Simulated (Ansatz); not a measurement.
TaN (space group P6/mmm)

```xyz
6
Lattice="5.1663 0.0000 0.0000 -2.5832 4.4742 0.0000 0.0000 0.0000 2.8893" Properties=species:S:1:pos:R:3 pbc="T T T"
Ta     0.0000     0.0000     0.0000
Ta     0.0000     2.9828     1.4447
Ta     2.5832     1.4914     1.4447
N      2.5832     0.0000     0.0000
N      1.2916     2.2371     0.0000
N     -1.2916     2.2371     0.0000
```

The slice is a (-1 1 0 0) plane (indices of the conventional cell) through the point (0.000, 0.000, 0.000) (fractional), spanned by u = [001] and v = [110] in vectors of this cell: u (2.89 Å) and v (5.17 Å, at 90° to u). It covers one period; positions are fractions (u, v).

The numbers are results of LDA (plane waves to 420 eV, PAW, scalar-relativistic; Ansatz, a quantum-chemistry and plane-wave program), not measurements. k mesh 11×11×16. These are valence fields of a PAW run, semicore shells included where kept as valence: close to a nucleus they are smooth pseudo fields. Spin-orbit coupling is left out, though Ta is heavy. TaN is run without spin polarisation. TaN was relaxed with its symmetry unable to fall. This is one of several known forms of TaN; the measured ambient cells at hand have space group No. 189.

Predict the map of the electron localisation function (ELF) on the slice.


```
|xxx%%*-:-=-:-*%%xx|
|xx#%%+::-=-::+%%#x|
|%%%%*=::===::=*%%%|
|%%%*=:.-=+=-.:=*%%|
|**+-...-+++-...-+*|
|:..  .:-+++-:.  ..|
|     .:-+++-:.    |
|    ..:-===-:..   |
|--::::::---::::::-|
|**+=-:::::::::-=+*|
|@%%#+=:.....:=+#%%|
|@@@%#+-.....-+#%@@|
|%%@@%#=:. .:=#%@@%|
|xx%@@%+:. .:+%@@%x|
|xxx@@@*-. .-*@@@xx|
|xxx@@@*-. .-*@@@xx|
|xxx@@@*-. .-*@@@xx|
|xx%@@%+:. .:+%@@%x|
|%%@@%#=:. .:=#%@@%|
|@@@%#+-.....-+#%@@|
|@%%#+=:.....:=+#%%|
|**+=-:::::::::-=+*|
|--::::::---::::::-|
|    ..:-===-:..   |
|     .:-+++-:.    |
|:..  .:-+++-:.  ..|
|**+-...-+++-...-+*|
|%%%*=:.-=+=-.:=*%%|
|%%%%*=::===::=*%%%|
|xx#%%+::-=-::+%%#x|
|xxx%%*-:-=-:-*%%xx|
|xxx#%*-:-=-:-*%#xx|
```
Scale: ten equal steps from 0.12 (start of ' ') to 0.81 (end of '@'), in the order ' .:-=+*#%@'. Values: electron localisation function (ELF). The map has 18 points along u (one character each, u = 0 at the left) and 32 along v (v = 0 in the bottom row). Points within 0.4 Å of a nucleus are blanked (x), as the pseudised field means little there.
